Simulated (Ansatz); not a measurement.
NiO$_{2}$:
Space group R-3m, hexagonal axes (No. 166); a = b = 2.7717 Å, c = 14.5204 Å, α = β = 90.00°, γ = 120.00°

```tsv
atom	site	symmetry	x	y	z
Ni	3a	-3m	0.0000	0.0000	0.0000
O	6c	3m	0.0000	0.0000	0.3981
```
(The calculation used a cell of 3 atoms; values per cell refer to that cell.)

Relaxed at zero pressure with DFT-r²SCAN+D4 in the program Ansatz with PAW potentials.

Q: The volume is lowered by 3 % and shape and atoms relax at that volume. What pressure results, and how do the axes share the change?

A: 1.2 GPa; a -0.2 %, b -0.2 %, c -2.6 %; the energy rises by 1 meV/atom.

Q: Give the new structure.

A: 
Space group R-3m, hexagonal axes (No. 166); a = 2.766 Å, b = 2.766 Å, c = 14.142 Å, α = 90.00°, β = 90.00°, γ = 120.00°

```csv
atom,site,symmetry,x,y,z
Ni,3a,-3m,0.0000,0.0000,0.0000
O,6c,3m,0.0000,0.0000,0.3998
```

The phase is kept; no other phase was compared at this pressure.

The first step of the workflow began from a Materials Project structure, measured or hypothetical; the Crystallography Open Database copy checked does not list it. COD files the formula under space group No. 12. Whether it is the stable phase at ambient conditions was not checked. Symmetry was held in the r²SCAN+D4 relaxation. At this level the phase is mechanically unstable. The run is not spin-polarised. No Hubbard U is applied.

Potentials: the later of the program's two PAW sets.
